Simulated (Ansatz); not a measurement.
**Zone-centre phonons of TiAl3 at 22 GPa: input and output**

The calculation used DFT LDA, scalar-relativistic, plane waves, PAW (Ansatz 0.2.0).

Launched with:
```bash
ansatz run input.yaml --threads 1 --pin off --max-ram 3072MiB --backend cpu --events-out ev --progress --plain --runs-dir out
```

Input (bare energies are in eV):
```yaml
crystal:
  lattice:
    - [3.732423605, 0.0, 0.0]
    - [0.0, 3.732423605, 0.0]
    - [0.0, 0.0, 3.732423605]
  atoms:
    - { symbol: Ti, position: [0.0, 0.0, 0.0] }
    - { symbol: Al, position: [0.5, 0.5, 0.0] }
    - { symbol: Al, position: [0.5, 0.0, 0.5] }
    - { symbol: Al, position: [0.0, 0.5, 0.5] }
basis:
  ecutwfc: 420
kpoints:
  mp_grid: { grid: [12, 12, 12] }
hamiltonian:
  xc: lda
scf:
  occupations: { method: fermi_dirac, width: 0.15 }
output:
  eigenvalues: true
phonons:
  method: dfpt
  eigenvectors: true
```

Results section of the output:
```
--- Phonons (Γ-DFPT): 3 representative perturbations + reference, on 343 of 1728 k-points (Σ response iterations 9) ---
  k mesh reduced under 8 symmetry operations, with k and −k counted as one. Each operation leaves every solved displacement unchanged or reverses it
  ASR residual: 1.942e-3 → 0.000e0 eV/Å²; symmetrization residual: 2.167e-6 eV/Å²
  ASR residual per site (eV/Å²): 1.94e-3 3.79e-5 3.79e-5 3.79e-5
  Γ frequencies (cm⁻¹): 0.00 0.00 0.00 327.49 327.49 327.49 347.20 347.20 347.20 449.37 449.37 449.37
  non-analytic LO–TO correction: not included (Born effective charges unavailable; polar crystals: no LO–TO splitting at Γ)
```

Time: 3.2 min on 1 thread of Intel(R) Xeon(R) Processor @ 2.50GHz (Skylake/Cascade Lake), with other jobs on the host, peak memory 1.2 GiB.

In a metal, frequencies and elastic constants depend on the k mesh and the smearing, soft modes and shear constants most. Other phases may be more stable at this pressure.

This form isn't the usual stable structure of the compound at low pressure.